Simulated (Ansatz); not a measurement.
Geometry optimisation in Ansatz: input, command and trajectory.

```yaml
crystal:
  lattice:
    - [5.8648621127, 0.0, 0.0]
    - [0.0, 5.8648621127, 0.0]
    - [0.0, 0.0, 6.9007363484]
  atoms:
    - { symbol: Ge, position: [0.0886848381, 0.0886848381, 0.0] }
    - { symbol: Ge, position: [0.4113151619, 0.5886848381, 0.75] }
    - { symbol: Ge, position: [0.9113151619, 0.9113151619, 0.5] }
    - { symbol: Ge, position: [0.5886848381, 0.4113151619, 0.25] }
    - { symbol: Ge, position: [0.1716473532, 0.369425063, 0.2567869356] }
    - { symbol: Ge, position: [0.130574937, 0.6716473532, 0.0067869356] }
    - { symbol: Ge, position: [0.8283526468, 0.630574937, 0.7567869356] }
    - { symbol: Ge, position: [0.869425063, 0.3283526468, 0.5067869356] }
    - { symbol: Ge, position: [0.6716473532, 0.130574937, -0.0067869356] }
    - { symbol: Ge, position: [0.630574937, 0.8283526468, 0.2432130644] }
    - { symbol: Ge, position: [0.3283526468, 0.869425063, 0.4932130644] }
    - { symbol: Ge, position: [0.369425063, 0.1716473532, 0.7432130644] }
basis:
  ecutwfc: 420
kpoints:
  mp_grid: { grid: [6, 6, 6] }
hamiltonian:
  xc: pbesol
scf:
  occupations: { method: gaussian, width: 0.02 }
output:
  forces: true
  stress: true
  eigenvalues: true
relax:
  adjacent_minimum: "off"
  f_tol: 0.01
  max_steps: 30
  cell: { stress_tol: 0.1, fix: [volume] }
```

```bash
ansatz run input.yaml --threads 2 --pin off --max-ram 5120MiB --backend cpu --events-out ev --progress --plain --runs-dir out
```

All numbers below come from Ansatz, DFT PBEsol, scalar-relativistic, plane waves, PAW.

The volume is held at 0.97 times that of the relaxed cell.

Of 5 frames 4 are shown, positions in Å and forces in eV/Å; the SCF threshold varies from step to step. Steps run on the plane waves of an earlier cell, with a Pulay correction in the pressure. The basis is chosen afresh for the last frame, the zero of the energies, and at times for earlier ones too; energy and pressure step there, also at an unchanged geometry.

```xyz
12
Lattice="5.8649 0.0000 0.0000 0.0000 5.8649 0.0000 0.0000 0.0000 6.9007" Properties=species:S:1:pos:R:3:forces:R:3 pbc="T T T" step=1 free_energy_over_end_meV_per_atom=1.05 pressure_GPa=2.44
Ge    0.5201    0.5201    0.0000   -0.0072   -0.0072    0.0000
Ge    2.4123    3.4526    5.1756    0.0072   -0.0072    0.0000
Ge    5.3447    5.3447    3.4504    0.0072    0.0072    0.0000
Ge    3.4526    2.4123    1.7252   -0.0072    0.0072    0.0000
Ge    1.0067    2.1666    1.7720    0.0040    0.0134    0.0836
Ge    0.7658    3.9391    0.0468   -0.0134    0.0040    0.0836
Ge    4.8582    3.6982    5.2224   -0.0040   -0.0134    0.0836
Ge    5.0991    1.9257    3.4972    0.0134   -0.0040    0.0836
Ge    3.9391    0.7658   -0.0468    0.0040   -0.0134   -0.0836
Ge    3.6982    4.8582    1.6783   -0.0134   -0.0040   -0.0836
Ge    1.9257    5.0991    3.4035   -0.0040    0.0134   -0.0836
Ge    2.1666    1.0067    5.1287    0.0134    0.0040   -0.0836
12
Lattice="5.8810 0.0000 0.0000 0.0000 5.8810 0.0000 0.0000 0.0000 6.8629" Properties=species:S:1:pos:R:3:forces:R:3 pbc="T T T" step=2 free_energy_over_end_meV_per_atom=0.06 pressure_GPa=2.01
Ge    0.5292    0.5292    0.0000    0.0122    0.0122    0.0000
Ge    2.4113    3.4697    5.1472   -0.0122    0.0122    0.0000
Ge    5.3518    5.3518    3.4315   -0.0122   -0.0122    0.0000
Ge    3.4697    2.4113    1.7157    0.0122   -0.0122    0.0000
Ge    1.0173    2.1696    1.7919    0.0005   -0.0021    0.0141
Ge    0.7709    3.9578    0.0761    0.0021    0.0005    0.0141
Ge    4.8637    3.7114    5.2233   -0.0005    0.0021    0.0141
Ge    5.1101    1.9232    3.5076   -0.0021   -0.0005    0.0141
Ge    3.9578    0.7709   -0.0761    0.0005    0.0021   -0.0141
Ge    3.7114    4.8637    1.6396    0.0021   -0.0005   -0.0141
Ge    1.9232    5.1101    3.3553   -0.0005   -0.0021   -0.0141
Ge    2.1696    1.0173    5.0711   -0.0021    0.0005   -0.0141
12
Lattice="5.8776 0.0000 0.0000 0.0000 5.8776 0.0000 0.0000 0.0000 6.8709" Properties=species:S:1:pos:R:3:forces:R:3 pbc="T T T" step=3 free_energy_over_end_meV_per_atom=0.03 pressure_GPa=1.90
Ge    0.5365    0.5365    0.0000   -0.0093   -0.0093    0.0000
Ge    2.4023    3.4753    5.1531    0.0093   -0.0093    0.0000
Ge    5.3411    5.3411    3.4354    0.0093    0.0093    0.0000
Ge    3.4753    2.4023    1.7177   -0.0093    0.0093    0.0000
Ge    1.0200    2.1693    1.8025    0.0067   -0.0079   -0.0066
Ge    0.7695    3.9588    0.0848    0.0079    0.0067   -0.0066
Ge    4.8576    3.7083    5.2380   -0.0067    0.0079   -0.0066
Ge    5.1081    1.9188    3.5202   -0.0079   -0.0067   -0.0066
Ge    3.9588    0.7695   -0.0848    0.0067    0.0079    0.0066
Ge    3.7083    4.8576    1.6329    0.0079   -0.0067    0.0066
Ge    1.9188    5.1081    3.3506   -0.0067   -0.0079    0.0066
Ge    2.1693    1.0200    5.0683   -0.0079    0.0067    0.0066
12
Lattice="5.8819 0.0000 0.0000 0.0000 5.8819 0.0000 0.0000 0.0000 6.8609" Properties=species:S:1:pos:R:3:forces:R:3 pbc="T T T" step=5 free_energy_over_end_meV_per_atom=0.00 pressure_GPa=1.91
Ge    0.5347    0.5347    0.0000   -0.0025   -0.0025    0.0000
Ge    2.4063    3.4756    5.1457    0.0025   -0.0025    0.0000
Ge    5.3472    5.3472    3.4304    0.0025    0.0025    0.0000
Ge    3.4756    2.4063    1.7152   -0.0025    0.0025    0.0000
Ge    1.0209    2.1693    1.7989   -0.0010    0.0018    0.0016
Ge    0.7716    3.9618    0.0837   -0.0018   -0.0010    0.0016
Ge    4.8610    3.7126    5.2294    0.0010   -0.0018    0.0016
Ge    5.1102    1.9200    3.5141    0.0018    0.0010    0.0016
Ge    3.9618    0.7716   -0.0837   -0.0010   -0.0018   -0.0016
Ge    3.7126    4.8610    1.6315   -0.0018    0.0010   -0.0016
Ge    1.9200    5.1102    3.3467    0.0010    0.0018   -0.0016
Ge    2.1693    1.0209    5.0620    0.0018   -0.0010   -0.0016
```

The run took 3.4 min on 2 threads of Arm Neoverse V2 (shared host), peak memory 0.96 GiB.